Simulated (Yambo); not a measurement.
Yambo run on BaTiO$_{3}$ (space group Amm2, No. 38). The wavefunctions come from this Quantum ESPRESSO step (LDA, PseudoDojo standard norm-conserving files, scalar-relativistic):

```
&CONTROL
  calculation = 'nscf'
  pseudo_dir = './pseudo'
  outdir = './out'
/
&SYSTEM
  ibrav = 0
  nat = 5
  ntyp = 3
  ecutwfc = 84.0
  ecutrho = 336.0
  occupations = 'fixed'
  force_symmorphic = .true.
  nbnd = 129
/
&ELECTRONS
  conv_thr = 5e-09
  diago_full_acc = .true.
  diago_thr_init = 1e-08
/
ATOMIC_SPECIES
O 15.9990 O.upf
Ti 47.8670 Ti.upf
Ba 137.3270 Ba.upf
CELL_PARAMETERS angstrom
  3.983330000000   0.000000000000   0.000000000000
  0.000000000000   2.862595000000   2.875340000000
  0.000000000000  -2.862595000000   2.875340000000
ATOMIC_POSITIONS crystal
O   0.500000000000   0.978430000000   0.491350000000
O   0.500000000000   0.491350000000   0.978430000000
O   0.000000000000   0.488200000000   0.488200000000
Ti   0.500000000000   0.518500000000   0.518500000000
Ba   0.000000000000   0.003410000000   0.003410000000
K_POINTS automatic
4 4 4 0 0 0
```

Yambo input:

```
rim_cut
gw0
dyson
el_el_corr
HF_and_locXC
ppa
em1d
RandQpts= 1000000
RandGvec= 1 Ry
EXXRLvcs= 84 Ry
VXCRLvcs= 336 Ry
Chimod= "HARTREE"
% BndsRnXp
 2 | 128 |
%
NGsBlkXp= 8 Ry
% LongDrXp
 1.0 | 1.0 | 1.0 |
%
PPAPntXp= 27.2114 eV
% GbndRnge
 1 | 128 |
%
GTermKind= "BG"
DysSolver= "n"
ExtendOut
% QPkrange
 1 | 1 | 20 | 21 |
 21 | 21 | 20 | 21 |
%
```

k points by index: 1 = Γ, 21 = (-0.5, -0.5, -0.5).

Table of the .qp output:

```
#    K-point    Band    Eo [eV]    E [eV]    E-Eo [eV]    Vxc [eV]    Vnlxc [eV]    Sc|Eo [eV]    Sc|E [eV]    dSc/dw|Eo [eV]    Re(Z)    Im(Z)
#
    1    20    -0.385012    -0.754280    -0.369267    -19.93528    -24.67293    4.258259    4.368380    -8.112253    0.770343    -0.001332
    1    21    2.131166    3.466632    1.335467    -18.84139    -11.65331    -5.477061    -5.852610    -7.651314    0.780528    -0.001405
    21    20    0.000000    -0.354585    -0.354585    -19.67548    -24.76435    4.625609    4.734290    -8.337371    0.765464    -0.001372
    21    21    4.229224    5.659677    1.430453    -21.47558    -13.08304    -6.469534    -6.962094    -9.366099    0.743917    -0.003948
```
(The two width columns are left out.) Convergence of these settings isn't established.

Geometry of the Materials Project entry, not relaxed at this level.

This is not the ordinary phase of the substance.
